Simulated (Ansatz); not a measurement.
CaPb₃ (Cu3Au type, space group No. 221) under volume change, r²SCAN in the plane-wave PAW code Ansatz, scaled uniformly.

```
V (Å³/atom)  E − E(relaxed) (meV/atom)  P (GPa)
-----------  -------------------------  -------
27.039                            37.6     4.91
27.930                            15.8     2.99
28.822                             3.7     1.38
29.713                             0.0     0.01
30.604                             3.3    -1.16
31.496                            12.6    -2.16
32.387                            27.1    -3.01
```

Problem. What does a third-order Birch–Murnaghan fit give for V₀, B₀ and B′?

Solution. V₀ = 29.72 Å³/atom, B₀ = 42.2 GPa, B′ = 4.4.

Space group Pm-3m (Cu3Au type). The workflow started from an entry of the Crystallography Open Database (COD). Whether it is the stable phase at ambient conditions was not checked. The r²SCAN relaxation kept the symmetry of its start; its stability against distortions is not shown here. Spin–orbit coupling is left out wherever it is not named.

Potentials: the later of the program's two PAW sets.
